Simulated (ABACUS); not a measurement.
A self-consistent single point of Ag (Fm-3m, 1 atom in the cell; from Materials Project mp-124, lattice scaled a little) with ABACUS.

Method: PBE, numerical atomic orbitals TZDP (confined pseudo-atomic orbitals with Gaussian additions; energy shift 0.01 Ry), PseudoDojo 0.5 standard norm-conserving PBE (tails mended) pseudopotentials in ABACUS 3.10.1.

```
CELL_PARAMETERS angstrom
      0.00000     2.07886     2.07886
      2.07886     0.00000     2.07886
      2.07886     2.07886     0.00000
ATOMIC_POSITIONS crystal
  Ag 0.00000 0.00000 0.00000
```

Reference input (self-consistent single point, DFT, PBE, plane waves, PseudoDojo 0.5 standard norm-conserving PBE (tails mended) pseudopotentials): KPT = MP 11 11 11 0 0 0; basis_type = pw; dft_functional = PBE; ecutwfc = 82 Ry; smearing_method = fd; smearing_sigma = 0.00734986 Ry; potentials = PseudoDojo 0.5 standard norm-conserving PBE (tails mended); symmetry = 1; ks_solver = cg; scf_nmax = 100; scf_thr = 1.0e-09 Ry; mixing_type = broyden. This run's input differs from it in these lines:

```diff
@@ -3,6 +3,7 @@
 calculation          scf
-basis_type           pw
+basis_type           lcao
 pseudo_dir           ./
+orbital_dir          ./
 dft_functional       PBE
-ecutwfc              82.0
+ecutwfc              100.0
 symmetry             1
@@ -10,5 +11,5 @@
 smearing_sigma       0.00734986
-ks_solver            cg
+ks_solver            genelpa
 scf_nmax             100
-scf_thr              1.0e-09
+scf_thr              1.0e-06
 mixing_type          broyden
@@ -17,2 +18,3 @@
 cal_stress           1
+out_mul              1
 device               cpu
@@ -21,2 +23,5 @@
 Ag 107.868 Ag.upf
+
+NUMERICAL_ORBITAL
+Ag_pbe_7.6au_5s4p3d1f.orb
```

Log, with long lists cut:

```
 SELF-CONSISTENT
 -------------------------------------------

                  longest orb rcut (Bohr) = 7.6
   longest nonlocal projector rcut (Bohr) = 1.66
                     search radius (Bohr) = 18.5

                          real space grid = [ 36, 36, 36 ]
                                 init_chg = atomic

 LCAO ALGORITHM --------------- ION=   1  ELEC=   1--------------------------------

 Density error is 0.0403512830715
 E_KohnSham     -310.0240942431      -4218.0941989958
 E_Fermi        1.2411896565         16.8872516269

 LCAO ALGORITHM --------------- ION=   1  ELEC=   2--------------------------------

   [... lines left out ...]

   [... 5 blocks of this kind left out ...]

 LCAO ALGORITHM --------------- ION=   1  ELEC=   8--------------------------------

 Density error is 1.60985988921e-06
 E_KohnSham     -310.0327084389      -4218.2114011420
 E_Fermi        1.2118135029         16.4875685529

 LCAO ALGORITHM --------------- ION=   1  ELEC=   9--------------------------------

 Density error is 1.1880295606e-07
 E_KohnSham     -310.0327084390      -4218.2114011432
 E_KS(sigma->0) -310.0323346888      -4218.2063160114
 E_entropy(-TS) -0.0007475003        -0.0101702637
 E_Fermi        1.2118148013         16.4875862188
 charge density convergence is achieved
 final etot is -4218.2114011 eV
 EFERMI = 16.487586219 eV

 STATE ENERGY(eV) AND OCCUPATIONS    NSPIN == 1
   [... 17 lines left out ...]

 TOTAL-FORCE (eV/Angstrom)
                       Ag1         0.0000000000         0.0000000000         0.0000000000

 TOTAL-STRESS (KBAR)
        -3.6084218069        -0.0000000000         0.0000000000
         0.0000000000        -3.6084218069         0.0000000000
         0.0000000000        -0.0000000000        -3.6084218069
 TOTAL-PRESSURE: -3.608422 KBAR

 --------------------------------------------
 !FINAL_ETOT_IS -4218.2114011432204279 eV
 --------------------------------------------
```

The run converged in 9 iterations. Against the reference run the free energy goes up by 81.2 meV/atom and the pressure goes from -0.92 to -0.36 GPa.

The atom-centred basis is finite, which shifts total energies and pressures against plane waves. This run is one point of a test of settings, so its values need not be converged; read them against the reference run alone. The structure comes from a collection of computed structures, made at another level of theory; the collection holds predicted forms beside known ones. Its lattice was then scaled. No clean gap shows at this smearing width and mesh (spacing up to 0.24 Å⁻¹); the mesh is coarse for partly filled bands, so the values carry mesh errors.

Cost on one core: about 30 core-seconds (a rough figure).

The atomic orbitals were generated for these runs; they are not ABACUS's published sets and were checked against plane waves on a few crystals only.

“Tails mended”: in these copies of the files the far tail of each local potential was reset to the Coulomb form.
